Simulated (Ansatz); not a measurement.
CsB3N3:
```
CELL_PARAMETERS angstrom
      4.35680     0.00000     0.00000
     -2.17840     3.77310     0.00000
      0.00000     0.00000    12.88548
ATOMIC_POSITIONS crystal
  N  0.33215 0.33215 0.75000
  N  0.66785 0.00000 0.75000
  N  0.00000 0.66785 0.75000
  B  0.33405 0.00000 0.75000
  B  0.66595 0.66595 0.75000
  B  0.00000 0.33405 0.75000
  Cs 0.00000 0.00000 0.00000
  N  0.66785 0.66785 0.25000
  N  0.00000 0.33215 0.25000
  N  0.33215 0.00000 0.25000
  B  0.66595 0.00000 0.25000
  B  0.00000 0.66595 0.25000
  B  0.33405 0.33405 0.25000
  Cs 0.00000 0.00000 0.50000
```

Relaxed with r²SCAN+D4. Special points in fractions of this cell's reciprocal vectors: Γ (0.000, 0.000, 0.000); M (0.500, 0.000, 0.000); K (0.333, 0.333, 0.000); A (0.000, 0.000, 0.500); L (0.500, 0.000, 0.500); H (0.333, 0.333, 0.500).

Q: List the band energies nearest the Fermi level at these points for plane-wave PAW r²SCAN+D4 with spin–orbit coupling (Ansatz code).

A: In eV from the Fermi level; about four levels below and three above (degenerate sets whole), none deeper than 8.9 eV; points with the same levels are listed once.

```tsv
k	below	above
Γ	-0.05 -0.05 -0.05 -0.05	0.26 0.26 0.27 0.27
M	-5.74 -5.74 -0.59 -0.59	0.08 0.08 0.31 0.31
K	-7.39 -7.39 -7.11 -7.11	1.38 1.38 1.44 1.44
A	-1.03 -1.03 -1.03 -1.03	0.10 0.10 0.10 0.10 0.10 0.10 0.10 0.10
L	-0.35 -0.35 -0.35 -0.35	0.81 0.81 0.81 0.81
H	-7.35 -7.35 -7.35 -7.35	1.38 1.38 1.38 1.38
```

Space group P6_3/mcm. The cell is a constructed one: a structure type filled with these elements; neither database checked (COD, Materials Project) lists it. Whether it is the stable phase at ambient conditions was not checked. The cell was relaxed with r²SCAN+D4 under the symmetry of its start; whether a distortion lowers the energy is not shown.

Potentials: the later of the program's two PAW sets.
